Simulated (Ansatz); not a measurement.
The elements of this relaxed trial crystal are hidden behind letters.

```
lattice vectors (Å)
   3.5613    0.0000    0.0000
  -1.7806    3.0842    0.0000
   0.0000    0.0000    7.9879
fractional positions
X 0.0000 0.0000 0.0000
Z 0.0000 0.0000 0.5000
Q 0.3333 0.6667 0.6892
Q 0.6667 0.3333 0.3108
```

Level of theory: DFT PBE, scalar-relativistic, plane waves, PAW (Ansatz 0.2.0). Cutoff 420 eV, Γ-centred 18×18×6 mesh (4-atom cell), Gaussian smearing of 0.10 eV, no spin polarisation.

| Quantity | Value |
| --- | --- |
| Space group | P-3m1 (No. 164) |
| Conventional cell | a = 3.561 Å, c = 7.988 Å |
| Volume per atom | 21.93 Å³ |
| Density | 5.34 g/cm³ |
| Energy over the elements | −0.49 eV/atom |
| Gap on the 18×18×6 mesh of the 4-atom cell | 0 eV (a metal) |

Energies are uncorrected and count from the elements' standard states at the same level.

Problem. X is an s-block element of period 4, Z is a d-block element of period 6 and Q is a p-block element of period 3. Which elements are they?

Solution. X = K, Z = Ta, Q = P, so the formula is KTaP2. Density times volume gives a mean mass of 5.34 × 21.93/1.6605 = 70.5 u per atom, and this set has 70.5 u. K has 6 P at 3.22 Å, 6 K at 3.56 Å and 2 Ta at 3.99 Å; Ta has 6 P at 2.55 Å, 6 Ta at 3.56 Å and 2 K at 3.99 Å; around P lie 3 Ta at 2.55 Å and 3 K at 3.22 Å. Other sets within the hints have nearly the same mass, so mass alone doesn't settle it; this one was computed.

These runs have no spin–orbit coupling, which can matter for Ta. Symmetry constrained the relaxation, so the result can be a saddle point.
